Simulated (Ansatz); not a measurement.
The relaxed structure here is a generated cell of CsPbBr3: the first start was made by placing the elements on the sites of a structure type, and the end was not matched to a known phase here, so it may be hypothetical. Known forms of CsPbBr3 include space group No. 62, 221.

One stationary structure of CsPbBr₃. These are PBE (plane waves to 420 eV, PAW, scalar-relativistic; Ansatz, a quantum-chemistry and plane-wave program) values and carry that method's errors.

```xyz
5
Lattice="5.1448 0.0000 0.0000 0.0000 5.1448 0.0000 0.0000 0.0000 9.0054" Properties=species:S:1:pos:R:3 pbc="T T T"
Cs     2.5724     2.5724     4.8820
Pb     0.0000     0.0000     0.8875
Br     2.5724     2.5724     8.3018
Br     2.5724     0.0000     2.4471
Br     0.0000     2.5724     2.4471
```

Problem. Find the space group and the Wyckoff positions (tolerance 0.01 Å).

Solution. Space group P4mm (No. 99); a = b = 5.145 Å, c = 9.005 Å, α = β = γ = 90.00°

```
atom  site  symmetry       x       y       z
----  ----  --------  ------  ------  ------
Cs      1b       4mm  0.5000  0.5000  0.5421
Pb      1a       4mm  0.0000  0.0000  0.0986
Br      1b       4mm  0.5000  0.5000  0.9219
Br      2c      2mm.  0.0000  0.5000  0.2717
```

Problem. Give the shortest distances between elements (the closest pairs, up to four, under 3.6 Å).

Solution. Br–Pb 3.01 Å; Br–Cs 3.42 Å.

```yaml
volume_per_atom: 47.67 Å³
band_gap: 1.75 eV, indirect (valence top at A, conduction bottom at Z) (no spin-orbit coupling)
smallest_direct_gap: 1.98 eV at Γ
```

No spin polarisation in the result. Spin-orbit coupling is missing; with elements this heavy it can move band edges by tenths of an eV or more.

The run could not lose the symmetry of its start, so the end can be a saddle point.
